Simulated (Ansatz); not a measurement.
Data:

Hf (hcp, Mg type)

Space group P6₃/mmc (No. 194); a = b = 3.1979 Å, c = 5.0473 Å, α = β = 90.00°, γ = 120.00°

```json
[
 {"atom": "Hf", "site": "2d", "symmetry": "-6m2", "x": "0.6667", "y": "0.3333", "z": "0.2500"}
]
```

Equation-of-state scan: isotropic scaling of the cell above, V₀ being its volume. Symmetry pins the atoms to their sites.

The numbers are results of r2SCAN (plane waves to 500 eV, PAW, scalar-relativistic; Ansatz, an electronic-structure program), not measurements. k mesh 17×17×9 (Γ-centred), Fermi-Dirac smearing 0.05 eV. Energies are smeared free energies. Stress and pressure are positive under compression. With the shape held, the modulus is that of even scaling; a crystal free to change shape is softer. Hf is run without spin polarisation. Hf was relaxed with its symmetry unable to fall. Spin-orbit coupling is left out, though Hf is heavy. The zero of ΔE is the relaxed starting cell.

The scan covers V/V₀ from 0.840 to 1.160 in 9 points.

**Question.** What is the fitted pressure derivative B₀′?

**Answer.** 3.3.

**Question.** What bulk modulus at fixed cell shape B₀ follows from a third-order Birch-Murnaghan fit?

**Answer.** 111 GPa.

(A scan under strain: stresses follow from slopes of the energy per volume, elastic moduli from its curvatures.)
